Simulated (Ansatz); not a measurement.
LaMg2Si2 in space group P4/mmm (No. 123; La on 1a, Mg on 2e, Si on 2h), plane-wave PAW PBE (Ansatz code), all energies at zero smearing, with the estimated change up to a 700 eV cutoff added, with one set of potentials and settings (totals compare only within such a set). Cell of 5 atoms (1 La, 2 Mg, 2 Si): -11371.947 eV.

| element | reference phase | E (eV/atom) |
|---|---|---|
| La | P6_3/mmc, 4 atoms in the cell | -6250.3045 |
| Mg | P6_3/mmc, 2 atoms in the cell | -1923.8027 |
| Si | Fd-3m, 2 atoms in the cell | -635.8114 |

Formation energy per atom, worked out: (-11371.947 − 1×(-6250.3045) − 2×(-1923.8027) − 2×(-635.8114))/5 = -0.483 eV/atom (-47 kJ per mol of atoms), at 0 K, without zero-point energy or fitted corrections.

The workflow started from a Materials Project entry (that database holds measured and hypothetical structures alike); the Crystallography Open Database copy checked does not list it. Its standing as an ambient phase is unchecked. Symmetry was held in the PBE relaxation; whether a distortion lowers the energy is not shown. The references are the lowest solids computed at this level, not always the standard phases. Spin–orbit coupling is left out wherever it is not named.

Potentials: the earlier of the program's two PAW sets.
